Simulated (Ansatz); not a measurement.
MgB₂:
```cif
data_B2Mg
_chemical_formula_sum 'Mg1 B2'
_space_group_name_H-M_alt 'P6/mmm'
_space_group_IT_number 191
_space_group_name_Hall '-P 6 2'
_cell_length_a 3.07159
_cell_length_b 3.07159
_cell_length_c 3.53629
_cell_angle_alpha 90.000
_cell_angle_beta 90.000
_cell_angle_gamma 120.000
loop_
_atom_site_label
_atom_site_type_symbol
_atom_site_symmetry_multiplicity
_atom_site_Wyckoff_symbol
_atom_site_fract_x
_atom_site_fract_y
_atom_site_fract_z
_atom_site_occupancy
Mg1 Mg 1 a 0.00000 0.00000 0.00000 1
B1 B 2 d 0.33333 0.66667 0.50000 1
```

Relaxed with PBE.

Q: Tabulate the valence density and the electron localisation function along the shortest Mg–B contact (2.50 Å), the program Ansatz at the PBE level (PAW).

A: 

| distance from Mg (Å) | density (e/Å³) | ELF |
|---|---|---|
| 0.25 | 19.87 | 0.29 |
| 0.38 | 10.85 | 0.39 |
| 0.50 | 4.40 | 0.42 |
| 0.63 | 1.30 | 0.31 |
| 0.75 | 0.37 | 0.12 |
| 0.88 | 0.20 | 0.05 |
| 1.00 | 0.17 | 0.07 |
| 1.13 | 0.18 | 0.21 |
| 1.25 | 0.21 | 0.42 |
| 1.38 | 0.26 | 0.54 |
| 1.50 | 0.32 | 0.60 |
| 1.63 | 0.39 | 0.62 |
| 1.75 | 0.49 | 0.60 |
| 1.88 | 0.59 | 0.50 |
| 2.00 | 0.65 | 0.32 |
| 2.13 | 0.61 | 0.13 |
| 2.25 | 0.48 | 0.02 |

The density is the valence pseudo-density with augmentation charge, so density and ELF within about 1 Å of a nucleus are not all-electron values.

The cell was relaxed with PBE under the symmetry of its start; of distortions, only those at the zone centre were tested.

Potentials: the later of the program's two PAW sets.
